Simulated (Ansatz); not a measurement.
Y₂Se₃:
```cif
data_Se48Y32
_chemical_formula_sum 'Y32 Se48'
_space_group_name_H-M_alt 'Fddd :1'
_space_group_IT_number 70
_space_group_name_Hall 'F 2 2 -1d'
_cell_length_a 8.23450
_cell_length_b 11.52980
_cell_length_c 24.51639
_cell_angle_alpha 90.000
_cell_angle_beta 90.000
_cell_angle_gamma 90.000
loop_
_atom_site_label
_atom_site_type_symbol
_atom_site_symmetry_multiplicity
_atom_site_Wyckoff_symbol
_atom_site_fract_x
_atom_site_fract_y
_atom_site_fract_z
_atom_site_occupancy
Y1 Y 16 g 0.00000 0.00000 0.08415 1
Y2 Y 16 g 0.00000 0.00000 0.25315 1
Se1 Se 16 e 0.24075 0.00000 0.00000 1
Se2 Se 32 h 0.00879 0.24661 0.08077 1
```
(The calculation used a cell of 20 atoms; values per cell refer to that cell.)

Relaxed with r²SCAN.

Q: Which orbitals make up the states near the band edges in the program Ansatz at the r²SCAN level (PAW)?

A: Top 1 eV of the valence band: Se 4p 89 %, Y 4d 9 %. Bottom 1 eV of the conduction band: Y 4d 85 %, Se 4p 10 %. Projections are on Löwdin-orthogonalised atomic valence shells; empty p or d shells of many metals are not among them.

Q: Tabulate the density of states.

A: States/eV per cell of 20 atoms, in 0.25 eV bins, energy from the valence-band maximum.

```tsv
E (eV)	total	Y 4d	Se 4p	Y 5s
-7.85	0.00	0.00	0.00	0.00
-7.60	0.00	0.00	0.00	0.00
-7.35	0.00	0.00	0.00	0.00
-7.10	0.00	0.00	0.00	0.00
-6.85	0.00	0.00	0.00	0.00
-6.60	0.00	0.00	0.00	0.00
-6.35	0.00	0.00	0.00	0.00
-6.10	0.00	0.00	0.00	0.00
-5.85	0.00	0.00	0.00	0.00
-5.60	0.00	0.00	0.00	0.00
-5.35	0.00	0.00	0.00	0.00
-5.10	0.00	0.00	0.00	0.00
-4.85	0.00	0.00	0.00	0.00
-4.60	0.00	0.00	0.00	0.00
-4.35	0.00	0.00	0.00	0.00
-4.10	0.00	0.00	0.00	0.00
-3.85	0.00	0.00	0.00	0.00
-3.60	4.94	0.87	3.27	0.67
-3.35	12.79	2.09	8.70	1.63
-3.10	13.98	2.23	9.71	1.62
-2.85	19.81	3.37	14.16	1.66
-2.60	23.56	3.47	18.65	0.66
-2.35	18.58	3.25	14.41	0.39
-2.10	32.41	7.78	23.80	0.23
-1.85	32.38	7.47	24.09	0.20
-1.60	21.09	4.16	16.36	0.14
-1.35	26.48	4.92	20.89	0.16
-1.10	26.41	3.49	22.03	0.21
-0.85	23.42	2.17	20.45	0.16
-0.60	18.73	1.59	16.64	0.08
-0.35	10.77	0.76	9.76	0.04
-0.10	2.64	0.10	2.49	0.00
0.15	0.00	0.00	0.00	0.00
0.40	0.00	0.00	0.00	0.00
0.65	0.00	0.00	0.00	0.00
0.90	0.00	0.00	0.00	0.00
1.15	0.00	0.00	0.00	0.00
1.40	0.00	0.00	0.00	0.00
1.65	0.00	0.00	0.00	0.00
1.90	1.75	1.56	0.12	0.02
2.15	3.82	3.30	0.34	0.05
2.40	6.94	5.91	0.68	0.10
2.65	9.68	8.14	1.01	0.16
2.90	11.77	9.83	1.28	0.19
3.15	10.79	9.03	1.16	0.17
3.40	9.41	7.88	0.94	0.16
3.65	17.96	14.80	1.90	0.34
3.90	16.85	13.75	1.68	0.50
4.15	16.33	13.51	1.29	0.55
4.40	26.77	21.91	2.16	0.89
4.65	33.54	27.55	2.75	1.14
4.90	36.55	30.36	2.88	1.30
5.15	20.68	15.48	2.50	0.83
5.40	17.58	11.64	2.70	0.59
5.65	17.61	10.27	2.80	0.92
5.90	15.57	7.79	2.34	1.02
6.15	17.50	8.34	2.77	1.26
```

The first step of the workflow began from a Materials Project structure, measured or hypothetical; the Crystallography Open Database copy checked does not list it. Its standing as an ambient phase is unchecked. Symmetry was held in the r²SCAN relaxation; whether a distortion lowers the energy is not shown. No spin polarisation was allowed. Spin–orbit coupling is left out wherever it is not named.

Potentials: the later of the program's two PAW sets.
